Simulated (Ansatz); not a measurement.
# Is this Sn4SeS3 structure a true minimum?

It was reached by relaxing an invented guess, and it needn't be the stable form of this composition.

Theory: DFT PBE, scalar-relativistic, plane waves, PAW (Ansatz 0.2.0). Cutoff 420 eV; k points 8×8×4 on the computed 8-atom cell (Γ-centred); Gaussian smearing, width 0.02 eV; no spin polarisation.

The cell below (8 atoms, space group P4/mmm (No. 123)) is relaxed within its symmetry.

```yaml
crystal:
  lattice:
    - [4.17598, 0.00000, 0.00000]
    - [0.00000, 4.17598, 0.00000]
    - [0.00000, 0.00000, 11.80667]
  atoms:
    - { symbol: Sn, position: [0.00000, 0.00000, 0.00000] }
    - { symbol: Sn, position: [0.50000, 0.50000, 0.24474] }
    - { symbol: Sn, position: [0.00000, 0.00000, 0.50000] }
    - { symbol: Sn, position: [0.50000, 0.50000, 0.75526] }
    - { symbol: Se, position: [0.50000, 0.50000, 0.50000] }
    - { symbol: S, position: [0.00000, 0.00000, 0.75188] }
    - { symbol: S, position: [0.50000, 0.50000, 0.00000] }
    - { symbol: S, position: [0.00000, 0.00000, 0.24813] }
```

For the test it was strained at random (σ = 1.5 % a component), the atoms were moved at random (σ = 0.05 Å), and all was relaxed again on a coarse 6×6×2 mesh (in the run’s order of axes) with 0.20 eV smearing, with no symmetry imposed.

**Question.** Is the structure stable against such a distortion?

**Answer.** It doesn't return. The energy falls by 25 meV/atom on that mesh, the volume changes by 1.3 %, and the end has space group Pm (No. 6) at a loose tolerance. Relaxed again on an 8×10×4 mesh with 0.02 eV smearing, the new structure lies 25 meV/atom below the first (mesh in the axes of the run's cell; the cell below is made exact in the group named). Space group Pm (No. 6), monoclinic, a = 4.321 Å, b = 4.130 Å, c = 11.747 Å, β = 92.2°. Around Sn on its first site lie 3 S at 2.63–2.74 Å; Sn on its second site has 3 S at 2.63–2.76 Å and 2 S at 3.27 Å; Se has 3 Sn at 2.77–2.88 Å and 2 Sn at 3.11 Å; S on its first site has 3 Sn at 2.63–2.73 Å; 4 more sites not described.

Space group Pm (No. 6). a = 4.321 Å, b = 4.130 Å, c = 11.747 Å, α = 90.00°, β = 92.24°, γ = 90.00°
```
atom  site  symmetry       x       y       z
  Sn    1b         m  0.9845  0.5000  0.0031
  Sn    1a         m  0.3147  0.0000  0.7549
  Sn    1b         m  0.3578  0.5000  0.4936
  Sn    1a         m  0.7800  0.0000  0.2429
  Se    1a         m  0.8921  0.0000  0.4769
   S    1b         m  0.3772  0.5000  0.2701
   S    1a         m  0.3943  0.0000  0.9781
   S    1b         m  0.8995  0.5000  0.7805
```
